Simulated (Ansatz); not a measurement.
BN (zinc blende), map of one atom of the cell

Relaxed BN (zinc blende):

```
CELL_PARAMETERS angstrom
      0.00000     1.81236     1.81236
      1.81236     0.00000     1.81236
      1.81236     1.81236     0.00000
ATOMIC_POSITIONS crystal
  N  0.75000 0.75000 0.75000
  B  0.00000 0.00000 0.00000
```

In this cell atom 1 (N, nearest neighbour B at 1.570 Å; its periodic images, 2.6 Å or more away, move with it) is moved by u·(0.707, 0.707, 0.000) + v·(0.000, 0.000, 1.000); the rest is frozen.

Level of theory: PBE (plane waves to 420 eV, PAW, scalar-relativistic; Ansatz, a program for electronic structure). k mesh 13×13×13 (Γ-centred), Fermi-Dirac smearing 0.05 eV. Energies are smeared free energies. Points where atoms come too close for the PAW data are left out (x in tables, blank in figures). Fu and Fv are the components of the force on the atom. BN was relaxed with its symmetry unable to fall. ΔE is measured from the undisplaced structure. Axes are in Å.

ΔE (meV/cell), with u across and v down:

| v \ u | -0.520 | -0.347 | -0.173 | 0.000 | 0.173 | 0.347 | 0.520 |
|---|---|---|---|---|---|---|---|
| -0.520 | 1848 | 1967 | 2215 | 2334 | 2215 | 1967 | 1848 |
| -0.347 | 1417 | 1194 | 1203 | 1242 | 1203 | 1194 | 1417 |
| -0.173 | 1696 | 900 | 474 | 344 | 474 | 900 | 1696 |
| 0.000 | 3173 | 1405 | 354 | 0 | 354 | 1405 | 3173 |
| 0.173 | x | 2893 | 966 | 344 | 966 | 2893 | x |
| 0.347 | x | x | 2174 | 1242 | 2174 | x | x |
| 0.520 | x | x | 3593 | 2334 | 3593 | x | x |

Fv (eV/Å), with u across and v down:

```
v \ u   -0.520  -0.347  -0.173  0.000  0.173   0.347   0.520
------  ------  ------  ------  -----  -----  ------  ------
-0.520    3.62    5.05    5.85   6.04   5.85    5.05    3.62
-0.347    0.88    3.44    5.41   6.16   5.41    3.44    0.88
-0.173   -4.56   -0.35    2.68   3.84   2.68   -0.35   -4.56
0.000   -13.06   -5.66   -1.42   0.00  -1.42   -5.66  -13.06
0.173        x  -11.48   -5.51  -3.84  -5.51  -11.48       x
0.347        x       x   -8.04  -6.16  -8.04       x       x
0.520        x       x   -7.85  -6.04  -7.85       x       x
```

What the scan shows:

Lowest place on the grid: u = 0.000 Å, v = 0.000 Å (0 meV/cell)

(A displaced cell: forces are minus the slopes of the energy, force constants its curvatures, and phonons follow from these.)
